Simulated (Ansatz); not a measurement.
A geometry of PtS$_{2}$ away from equilibrium: the start of the relaxation of a relaxed PtS2 cell with every coordinate shifted by Gaussian noise of σ = 0.3 Å. Level of theory: r2SCAN (plane waves to 500 eV, PAW, scalar-relativistic; Ansatz, a program for electronic structure). Γ-centred k-mesh 8×8×4 on the run's cell (coarser than for final values), Fermi–Dirac smearing 0.05 eV.

```xyz
3
Lattice="3.5475 0.0000 0.0000 -1.7738 3.0722 0.0000 0.0000 0.0000 5.6174" Properties=species:S:1:pos:R:3 pbc="T T T"
Pt     0.2780     0.1143    -0.4871
S     -0.5632     1.9118     1.1594
S      1.7550     1.0605     4.0081
```

Task: Give the Cartesian forces on all atoms (eV/Å).

Result: 
| atom | Fx | Fy | Fz |
|---|---|---|---|
| Pt1 | -3.87 | -1.55 | 2.26 |
| S2 | 1.04 | -0.29 | -0.56 |
| S3 | 2.84 | 1.84 | -1.71 |

Task: What is the pressure?

Result: +3.5 GPa, compression positive.

Task: How far above the relaxed end point is this geometry?

Result: 0.69 eV/atom; the path ends in P-3m1 (No. 164) (CdI2 type).

No spin polarisation in the result. No dispersion correction is included, so spacings between layers, chains or molecules are soft and tend to come out too large.
